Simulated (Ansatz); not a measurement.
HgTe (zinc blende)

```yaml
crystal:
  lattice:
    - [0.00000, 3.32533, 3.32533]
    - [3.32533, 0.00000, 3.32533]
    - [3.32533, 3.32533, 0.00000]
  atoms:
    - { symbol: Te, position: [0.75000, 0.75000, 0.75000] }
    - { symbol: Hg, position: [0.00000, 0.00000, 0.00000] }
```

E(V) scan at fixed shape, V₀ the volume above. Symmetry pins the atoms to their sites.

The numbers are results of PBE (plane waves to 420 eV, PAW, scalar-relativistic; Ansatz, a first-principles code), not measurements. k mesh 12×12×12 (Γ-centred), Fermi-Dirac smearing 0.05 eV. E stands for the smeared free energy. Stress and pressure are positive under compression. At this level the bands of HgTe touch or barely overlap. HgTe was relaxed with its symmetry unable to fall. Spin-orbit coupling is left out, though Hg and Te are heavy. The relaxed volume of HgTe is well above the measured one; the method has no dispersion term. ΔE is measured from the relaxed starting cell.

```tsv
V (Å³/atom)	ΔE (eV/atom)	P (GPa)
33.094	___	4.7
33.829	0.030	3.5
34.565	0.016	2.5
35.300	0.007	1.6
36.035	0.002	0.7
36.771	0.000	0.0
37.506	0.002	-0.6
38.242	0.006	-1.2
38.977	0.013	-1.7
39.712	0.021	-2.2
40.448	0.032	-2.5
```

Task: Some entries are withheld; supply them.

Result: 
- 33.094, ΔE (eV/atom): 0.049

(Under strain, the slope of the energy per volume gives the stress and its curvature an elastic modulus.)
